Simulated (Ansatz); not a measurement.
SiB$_{2}$Os$_{2}$:
```
CELL_PARAMETERS angstrom
      1.44382    -6.49843     0.00000
      1.44382     6.49843     0.00000
      0.00000     0.00000     2.78683
ATOMIC_POSITIONS crystal
  Si 0.00000 0.00000 0.00000
  Os 0.36719 0.63281 0.50000
  Os 0.63281 0.36719 0.50000
  B  0.21190 0.78810 0.00000
  B  0.78810 0.21190 0.00000
```

Relaxed with PBEsol. Special points in fractions of this cell's reciprocal vectors: Γ (0.000, 0.000, 0.000); Y (-0.500, 0.500, 0.000); C0 (-0.262, 0.738, 0.000); Σ0 (0.262, 0.262, 0.000); Z (0.000, 0.000, 0.500); A0 (0.262, 0.262, 0.500); E0 (-0.262, 0.738, 0.500); T (-0.500, 0.500, 0.500); S (0.000, 0.500, 0.000); R (0.000, 0.500, 0.500).

**Question.** List the band energies nearest the Fermi level at these points for PBEsol (plane waves, PAW; program Ansatz).

**Answer.** In eV from the Fermi level; about four levels below and three above (degenerate sets whole), none deeper than 8.9 eV; points with the same levels are listed once.

| k | below | above |
|---|---|---|
| Γ | -1.22 -0.40 -0.33 -0.17 | 1.10 1.61 3.36 |
| Y | -0.79 -0.45 -0.28 -0.27 | 3.06 4.61 4.76 |
| C0 | -3.26 -3.25 -1.47 -1.21 | 0.15 1.28 2.35 |
| Z | -1.57 -1.23 -0.44 -0.11 | 1.60 2.12 2.84 |
| A0 | -2.72 -2.18 -1.87 -1.75 | 0.35 1.58 1.69 |
| T | -4.30 -3.66 -1.98 -0.69 | 0.59 1.06 1.24 |
| S | -3.30 -3.22 -1.51 -1.17 | 0.13 1.35 2.35 |
| R | -2.71 -1.30 -0.75 -0.15 | 1.58 1.62 1.91 |

Space group Cmmm. The start of the workflow was typed in or built on a structure type; neither database checked (COD, Materials Project) lists it. Its standing as an ambient phase is unchecked. Symmetry was held in the PBEsol relaxation; whether a distortion lowers the energy is not shown. The run is not spin-polarised. Scalar-relativistic: spin–orbit coupling is off unless named, which matters more the heavier the elements.

Potentials: the later of the program's two PAW sets.
